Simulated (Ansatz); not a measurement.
Consider the following.

BeS:
Space group P6₄22 (No. 181); a = b = 3.4236 Å, c = 7.7464 Å, α = β = 90.00°, γ = 120.00°

```json
[
 {"atom": "Be", "site": "3c", "symmetry": "222", "x": "0.5000", "y": "0.0000", "z": "0.0000"},
 {"atom": "S", "site": "3d", "symmetry": "222", "x": "0.5000", "y": "0.0000", "z": "0.5000"}
]
```

This is the PBEsol-relaxed structure.

**Question.** All from PBEsol (plane waves, PAW; program Ansatz), unless another level is named. Estimate the HSE06 gap on the PBEsol cell.

**Answer.** 3.52 eV.

**Question.** Predict the electron effective mass.

**Answer.** 0.28, 0.44, 0.56 mₑ (principal values).

**Question.** Give the weight of the valence-edge state by species (Voronoi cells).

**Answer.** S 76 %, Be 24 %.

**Question.** Give the conduction-band minimum.

**Answer.** on the M–K line, 9 % of the way from M (6 equivalent valleys).

Space group P6_422. The start of the workflow was typed in or built on a structure type; neither database checked (COD, Materials Project) lists it. COD files the formula under space group No. 216, so this cell is another polymorph or a model. Whether it is the stable phase at ambient conditions was not checked. The cell was relaxed with PBEsol under the symmetry of its start; phonons on a q-mesh show no instability.

Potentials: the later of the program's two PAW sets.
